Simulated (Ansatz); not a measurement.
**Run record: LaSi2Ni2**

LaSi2Ni2 is taken in the coordinates of a database entry, unrelaxed (space group I4/mmm), 5 atoms in the cell. Forces or pressure are large there, so the entry is far from the computed equilibrium and may be faulty or of a sample under other conditions. Source: COD entry 1537825, which need not be the ambient phase.

Method: DFT, r2SCAN, PAW, plane waves, scalar-relativistic (Ansatz).

Input file:

```yaml
crystal:
  lattice:
    - [-2.0515, 2.0515, 4.849]
    - [2.0515, -2.0515, 4.849]
    - [2.0515, 2.0515, -4.849]
  atoms:
    - { symbol: Ni, position: [0.75, 0.25, 0.5], spin: 2.0 }
    - { symbol: Ni, position: [0.25, 0.75, 0.5], spin: -2.0 }
    - { symbol: La, position: [0.0, 0.0, 0.0] }
    - { symbol: Si, position: [0.375, 0.375, 0.0] }
    - { symbol: Si, position: [0.625, 0.625, 0.0] }
magnetization:
  spin_polarized: true
hamiltonian:
  xc: r2scan
  pseudopotentials: { kind: paw }
basis:
  ecutwfc: 500
kpoints:
  mp_grid: { grid: [5, 5, 7] }
scf:
  occupations: { method: fermi_dirac, width: 0.1 }
  lower_state_search: "off"
output:
  forces: true
  stress: true
```

Program output, abridged:

```
Warning: crystal.symmetry: narrowed to the stabiliser of the k-point mesh — unitary ops 8 → 2; excluded 6 operations that carry a point of the 5×5×7 mesh (shift [0, 0, 0]) off the mesh (the run samples exactly the mesh kpoints.mp_grid names, as under crystal.symmetry.detect: false, and its converged state has the mesh's symmetry, not the crystal's; [...]
Pseudopotentials: kind: paw
Pseudopotential: Ni, paw, valence charge 18, recommended cutoff 500 eV (meta_gga), Ni.paw.azcp
Pseudopotential: La, paw, valence charge 11, recommended cutoff 500 eV (meta_gga), La.paw.azcp
Pseudopotential: Si, paw, valence charge 4, recommended cutoff 500 eV (meta_gga), Si.paw.azcp
Functional definition: r2SCAN
Crystal: 5 atoms, lattice volume = 81.631 Å³
Basis set: ecut = 500 eV, 2097 PW (Γ), exchange–correlation on 180×180×180 points (64 copies of the dense FFT grid, shifted against one another)
Bands: 36, of which v1, the nominal top of the filled ones, is band 28 counted from 1 (27 counted from 0)
Symmetry: 2 space group operations
k-points: 54 of 175 (time reversal used)
Non-local potential: Ni, projectors of the file, l = 0: 3, l = 1: 2, l = 2: 3, l = 3: 1
Non-local potential: La, projectors of the file, l = 0: 3, l = 1: 2, l = 2: 2, l = 3: 3
Non-local potential: Si, projectors of the file, l = 0: 2, l = 1: 2, l = 2: 2
PAW frozen core: Ni, regenerated for the run's functional (the file was generated under x = pbe(κ = 0.804, μ = 0.2195149727645171), c = pbe(β = 0.06672455060314922))
PAW frozen core: La, regenerated for the run's functional (the file was generated under x = pbe(κ = 0.804, μ = 0.2195149727645171), c = pbe(β = 0.06672455060314922))
PAW frozen core: Si, regenerated for the run's functional (the file was generated under x = pbe(κ = 0.804, μ = 0.2195149727645171), c = pbe(β = 0.06672455060314922))
Initial density: superposition of atomic densities (chi_scale 0.1, normalization cell, long waves kept (reshape's long-wave potential 0.00 eV rms))
Starting moments: Σ|m| = 4 μB on 2 of 5 sites
Initial wavefunctions: pseudopotential atomic-orbital guess
Functional: x = r2scan, c = r2scan; τ floored in thin density (d = 2e-4 eV/Å³)
SCF iter   1: F=-19230.282929 eV  HF=-19236.032479 eV  |F-HF|=5.75e0  |Δ(HF+E_count)|=         —  Δρ=7.63e-2 (↑7.63e-2 ↓7.63e-2)  dr2=6.91e0  dr2_τ=3.82e-2  dr2_m=2.43e0  M=0.000 μB ∫|m|=2.454 μB  β_m=0.30  ethr=3.10e-3  ⟨swp⟩=5.4  Hψ=15739  notcnv=0
preconditioner: auto → Kerker (q_TF=auto, 2.555 Å⁻¹)  [metal: Δε(μ)=0.007 eV  Ē_g=7.987 eV  σ=0.100 eV  W_gap=0.02  n_scr=30 (ndim 8)  ℏωp=25.0 eV  f_vac=0.000  D(μ)=4.49/eV (n_scr^D=36)]
spin=Collinear: Kerker preconditioning applied to the charge; magnetization (m = ρ↑ − ρ↓) channel mixes plain (no charge-response kernel on spin).
SCF iter   2: F=-19234.353270 eV  HF=-19236.038466 eV  |F-HF|=1.69e0  |Δ(HF+E_count)|=   5.99e-3  Δρ=9.70e-2 (↑9.70e-2 ↓9.70e-2)  dr2=3.24e0  dr2_τ=3.90e-2  dr2_m=5.93e0  M=-0.000 μB ∫|m|=1.609 μB  β_m=0.30  ethr=3.10e-3  ⟨swp⟩=2.9  Hψ=9149  notcnv=0  defer=6
Mixer restart at iter 2: flushing history
spin-set hold released at iteration 2 (the charge has settled, or the pull on large starting moments outlasts its swing): the magnetisation degrees of freedom join the quasi-Newton model from the next iteration; the mixer history was flushed
SCF iter   3: F=-19236.227721 eV  HF=-19236.385846 eV  |F-HF|=1.58e-1  |Δ(HF+E_count)|=   3.47e-1  Δρ=5.86e-2 (↑5.86e-2 ↓5.86e-2)  dr2=6.88e-1  dr2_τ=1.01e-2  dr2_m=2.37e0  M=-0.000 μB ∫|m|=1.813 μB  β_m=0.30  ethr=3.10e-3  ⟨swp⟩=3.1  Hψ=7603  notcnv=0  defer=156  κ⁻¹=1.0e0(r=1)
SCF iter   4: F=-19236.577642 eV  HF=-19236.647857 eV  |F-HF|=7.02e-2  |Δ(HF+E_count)|=   2.62e-1  Δρ=5.87e-2 (↑5.87e-2 ↓5.87e-2)  dr2=7.39e-1  dr2_τ=1.12e-2  dr2_m=2.36e0  M=0.000 μB ∫|m|=1.404 μB  β_m=0.30  ethr=1.25e-3  ⟨swp⟩=2.3  Hψ=6602  notcnv=0  defer=164  κ⁻¹=2.6e-2(r=2)
SCF iter   5: F=-19237.160647 eV  HF=-19237.187396 eV  |F-HF|=2.67e-2  |Δ(HF+E_count)|=   5.40e-1  Δρ=1.15e-2 (↑1.15e-2 ↓1.15e-2)  dr2=7.34e-2  dr2_τ=5.96e-4  dr2_m=8.38e-2  M=-0.000 μB ∫|m|=0.629 μB  β_m=0.30  ethr=1.25e-3  ⟨swp⟩=4.0  Hψ=7988  notcnv=0  defer=142  κ⁻¹=2.5e-4(r=3)
SCF iter   6: F=-19237.192439 eV  HF=-19237.188608 eV  |F-HF|=3.83e-3  |Δ(HF+E_count)|=   1.21e-3  Δρ=5.84e-3 (↑5.84e-3 ↓5.83e-3)  dr2=4.26e-2  dr2_τ=2.09e-4  dr2_m=1.48e-2  M=0.000 μB ∫|m|=0.412 μB  β_m=0.30  ethr=1.34e-4  ⟨swp⟩=2.3  Hψ=6725  notcnv=0  defer=146  κ⁻¹=1.7e-4(r=4)
[... 4 iterations left out ...]
SCF iter  11: F=-19237.246274 eV  HF=-19237.246451 eV  |F-HF|=1.77e-4  |Δ(HF+E_count)|=   5.02e-4  Δρ=1.33e-3 (↑1.25e-3 ↓1.33e-3)  dr2=9.58e-4  dr2_τ=7.01e-6  dr2_m=9.94e-4  M=-0.000 μB ∫|m|=0.079 μB  β_m=0.30  ethr=1.03e-5  ⟨swp⟩=1.0  Hψ=4176  notcnv=0  defer=144  κ⁻¹=4.7e-6(r=8)
SCF iter  12: F=-19237.246991 eV  HF=-19237.247165 eV  |F-HF|=1.74e-4  |Δ(HF+E_count)|=   7.14e-4  Δρ=5.98e-4 (↑5.98e-4 ↓5.91e-4)  dr2=3.03e-4  dr2_τ=1.66e-6  dr2_m=1.54e-4  M=0.000 μB ∫|m|=0.031 μB  β_m=0.30  ethr=1.74e-6  ⟨swp⟩=2.0  Hψ=5894  notcnv=0  defer=144  κ⁻¹=3.7e-6(r=8)
SCF iter  13: F=-19237.247177 eV  HF=-19237.247199 eV  |F-HF|=2.12e-5  |Δ(HF+E_count)|=   3.37e-5  Δρ=3.91e-4 (↑3.89e-4 ↓3.91e-4)  dr2=1.50e-4  dr2_τ=6.88e-7  dr2_m=5.02e-5  M=0.000 μB ∫|m|=0.019 μB  β_m=0.42  ethr=5.50e-7  ⟨swp⟩=2.2  Hψ=5493  notcnv=0  defer=144  κ⁻¹=5.3e-6(r=8)
SCF iter  14: F=-19237.247243 eV  HF=-19237.247302 eV  |F-HF|=5.90e-5  |Δ(HF+E_count)|=   1.03e-4  Δρ=2.85e-4 (↑2.85e-4 ↓2.84e-4)  dr2=1.86e-4  dr2_τ=1.05e-7  dr2_m=2.69e-6  M=0.000 μB ∫|m|=0.005 μB  β_m=0.89  ethr=2.73e-7  ⟨swp⟩=2.0  Hψ=6122  notcnv=0  defer=144  κ⁻¹=8.3e-7(r=8)
SCF iter  15: F=-19237.247236 eV  HF=-19237.247335 eV  |F-HF|=9.95e-5  |Δ(HF+E_count)|=   3.35e-5  Δρ=2.64e-4 (↑2.64e-4 ↓2.64e-4)  dr2=1.82e-4  dr2_τ=1.29e-7  dr2_m=1.44e-7  M=0.000 μB ∫|m|=0.001 μB  β_m=0.82  ethr=2.73e-7  ⟨swp⟩=1.1  Hψ=4202  notcnv=0  defer=144  κ⁻¹=1.7e-6(r=8)
SCF iter  16: F=-19237.247333 eV  HF=-19237.247332 eV  |F-HF|=7.75e-7  |Δ(HF+E_count)|=   3.07e-6  Δρ=2.12e-5 (↑2.12e-5 ↓2.10e-5)  dr2=3.40e-7  dr2_τ=2.94e-9  dr2_m=9.02e-8  M=0.000 μB ∫|m|=0.002 μB  β_m=1.20  ethr=2.73e-7  ⟨swp⟩=1.5  Hψ=4466  notcnv=0  defer=144  κ⁻¹=5.5e-7(r=8)
SCF iter  17: F=-19237.247378 eV  HF=-19237.247378 eV  |F-HF|=2.16e-7  |Δ(HF+E_count)|=   4.53e-5  Δρ=1.23e-5 (↑1.23e-5 ↓1.23e-5)  dr2=1.62e-7  dr2_τ=1.38e-9  dr2_m=4.68e-8  M=0.000 μB ∫|m|=0.001 μB  β_m=1.20  ethr=6.19e-10  ⟨swp⟩=2.0  Hψ=6852  notcnv=0  defer=144  κ⁻¹=6.7e-6(r=8)
iter 18 did not close the SCF: its close was put off for a magnetic moment that had not settled (scf_convergence_deferred on its scf_iter line)
SCF iter  18: F=-19237.247378 eV  HF=-19237.247378 eV  |F-HF|=3.83e-8  |Δ(HF+E_count)|=   3.75e-7  Δρ=5.49e-6 (↑5.47e-6 ↓5.49e-6)  dr2=4.36e-8  dr2_τ=4.86e-10  dr2_m=1.13e-9  M=0.000 μB ∫|m|=0.000 μB  β_m=1.20  ethr=1.82e-10  ⟨swp⟩=4.0  Hψ=13380  notcnv=0  κ⁻¹=3.0e-6(r=8)
iter 19 did not close the SCF: its close was put off for a magnetic moment that had not settled (scf_convergence_deferred on its scf_iter line)
SCF iter  19: F=-19237.247378 eV  HF=-19237.247378 eV  |F-HF|=1.81e-8  |Δ(HF+E_count)|=   1.74e-8  Δρ=5.45e-6 (↑5.29e-6 ↓5.45e-6)  dr2=5.64e-8  dr2_τ=1.31e-10  dr2_m=5.40e-10  M=0.000 μB ∫|m|=0.000 μB  β_m=1.20  ethr=7.92e-11  ⟨swp⟩=2.8  Hψ=13898  notcnv=0  κ⁻¹=2.1e-6(r=8)
iter 20 did not close the SCF: its close was put off for a magnetic moment that had not settled (scf_convergence_deferred on its scf_iter line)
SCF iter  20: F=-19237.247378 eV  HF=-19237.247378 eV  |F-HF|=1.02e-8  |Δ(HF+E_count)|=   3.85e-8  Δρ=1.57e-6 (↑1.57e-6 ↓9.79e-7)  dr2=2.09e-9  dr2_τ=1.53e-11  dr2_m=5.70e-10  M=0.000 μB ∫|m|=0.000 μB  β_m=1.20  ethr=7.92e-11  ⟨swp⟩=2.3  Hψ=13531  notcnv=0  κ⁻¹=1.4e-5(r=8)
iter 21 did not close the SCF: its close was put off for a magnetic moment that had not settled (scf_convergence_deferred on its scf_iter line)
SCF iter  21: F=-19237.247378 eV  HF=-19237.247378 eV  |F-HF|=7.04e-9  |Δ(HF+E_count)|=   5.44e-9  Δρ=9.73e-7 (↑7.72e-7 ↓9.73e-7)  dr2=7.91e-10  dr2_τ=9.82e-12  dr2_m=1.71e-10  M=0.000 μB ∫|m|=0.000 μB  β_m=1.20  ethr=3.80e-12  ⟨swp⟩=2.0  Hψ=10096  notcnv=0  κ⁻¹=1.9e-6(r=8)
SCF iter  22: F=-19237.247378 eV  HF=-19237.247378 eV  |F-HF|=3.21e-9  |Δ(HF+E_count)|=   5.49e-9  Δρ=8.83e-7 (↑8.83e-7 ↓8.44e-7)  dr2=9.28e-10  dr2_τ=5.84e-12  dr2_m=3.55e-11  M=0.000 μB ∫|m|=0.000 μB  ethr=1.44e-12  ⟨swp⟩=2.0  Hψ=11383  notcnv=0
WARN: the starting moments were not kept: the SCF closed with an absolute magnetisation of 8.6e-5 μB, where they sum to 4 μB in size (2 sites). That is at most 0.1 of that sum. Measured as dr2_m measures the in/out step, that magnetisation stands 8.9e-9 eV from none, at or under the dr2_threshold of 1.0e-7 eV: it is no larger than a step whose dr2_m would equal this threshold. The system may hold no moment; this SCF shows only that its start led to no more than that. [...]
SCF 1 converged in 22 iterations: F = -19237.247378 eV  dr2 = 9.28e-10
  greatest PAW one-centre occupation: 1.001 electrons in one spin orbital (limit 2), on the Ni atom at site 1 (counted from 0), in its partial waves of l = 1
this state was not tested for a lower state beside it, because the mixer in use, unlike msr1, does not test its closes by its own steps (another_mixer; see scf.mixing.algorithm and scf.lower_state_search)
SCF converged after 22 iterations
Magnetization: 0.0001 μB (27.5000 up, 27.5000 down)
Absolute magnetization: 0.0001 μB (∫|ρ↑−ρ↓|, with the PAW one-centre terms)
Spin contamination: 0.0000 ħ² per cell (⟨S²⟩ above its minimum at these occupations)
Per-site moments (μB) at R_I (Å): [(2.5728e-6, 0.9829), (4.7883e-5, 0.9829), (1.2388e-6, 1.2970), (9.8552e-7, 0.9829), (9.8552e-7, 0.9829)]
Free energy (F): -19237.247378 eV
Harris-Foulkes:  -19237.247378 eV  (|F-HF|=3.21e-9)
Internal energy: -19237.130471 eV  (E = F + TS)
E sigma→0 (E₀):  -19237.188925 eV
Entropy (-TS):   -0.116907 eV (-23.381 meV/atom)
Fermi energy:    13.147802 eV
--- Per-component energies (eV) ---
  E_band       = -749.618607
  E_kinetic    = 844.900309
  E_local      = -10149.127790  (includes V_loc(G=0)·N_el)
  E_nonlocal   = 1426.007300
  E_hartree    = 4397.119801
  E_xc         = -395.539343
  E_vxc        = -498.261427  (∫ρ·V_xc dr)
  E_paw        = -9769.059517  (= ΣΔE_a)
  E_vpaw       = -1197.193667  (= ΣTr[D̂ρ^β])
  E_aug_tail   = 0.000492  (compensation charges beyond the density's cutoff)
  E_vtau       = 29.813162  (kinetic-family band-sum trace: ∫τ·v_τ [+ j·A + Jᵃ·Aᵃ] dr)
  E_ewald      = -5590.747233
  E_core_change = -0.684491  (= ΣΔE_core)
  E_smearing   = -0.116907  (= −TS)
  E_closure    = 0.000000  (closes the sum)
  Σ components = -19237.247378   (vs F -19237.247378, Δ=0.00e0)
--- Forces (eV/Å), atoms counted from 1 ---
  atom   1  Ni    -0.00808852     0.00808852     0.00000000
  atom   2  Ni     0.00808852    -0.00808852     0.00000000
  atom   3  La     0.00000000    -0.00000000     0.00000000
  atom   4  Si    -0.00012365    -0.00012364    -1.03190433
  atom   5  Si     0.00012364     0.00012365     1.03190433
  max |Σ_I F_I| component: 2.44e-9 eV/Å
--- Stress (GPa, compression-positive) ---
       -1.499129      -0.097666       0.018251
       -0.097666      -1.499129       0.018251
        0.018251       0.018251      -1.350688
  P = ⅓ Tr σ = -1.4496 GPa (-14.496 kbar)
```

The mesh has less symmetry than the lattice, which lowers the symmetry of the run. The program warns that the starting moments weren't kept.

The run took 36 s on 2 threads of AMD EPYC 9R45 96-Core Processor, on a shared host, peak memory 0.98 GiB.
